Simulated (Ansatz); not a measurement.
TaNOF in space group Pmmm (No. 47; Ta on 1a, N on 1e, O on 1b, F on 1c) at seven volumes, plane-wave PAW PBE (Ansatz code), shape and atoms relaxed at each. One row is withheld.

```json
[
 {"V (Å³/atom)": "14.562", "P (GPa)": "17.25"},
 {"V (Å³/atom)": "15.042", "P (GPa)": "10.70"},
 {"V (Å³/atom)": "15.522", "P (GPa)": "4.91"},
 {"V (Å³/atom)": "16.002", "P (GPa)": "0.00"},
 {"V (Å³/atom)": "16.482", "P (GPa)": "-3.95"},
 {"V (Å³/atom)": "16.962", "P (GPa)": "?"},
 {"V (Å³/atom)": "17.443", "P (GPa)": "-10.17"}
]
```

Problem. Fit the shown pressures and predict the withheld one.

Solution. Third-order Birch–Murnaghan: P = (3/2)B₀(x^(7/2) − x^(5/2))[1 + (3/4)(B′ − 4)(x − 1)] with x = (V₀/V)^(2/3). Least squares on the six rows gives V₀ = 16.013 Å³/atom, B₀ = 145.8 GPa, B′ = 4.70. At V = 16.962, x = 0.9623 and P = -7.33 GPa. The run itself gave -7.29 GPa.

The start of the workflow was typed in or built on a structure type; neither database checked (COD, Materials Project) lists it. Its standing as an ambient phase is unchecked. Symmetry was held in the PBE relaxation; its stability against distortions is not shown here. No spin polarisation was allowed. Scalar-relativistic: spin–orbit coupling is off unless named, which matters more the heavier the elements.

Potentials: the earlier of the program's two PAW sets.
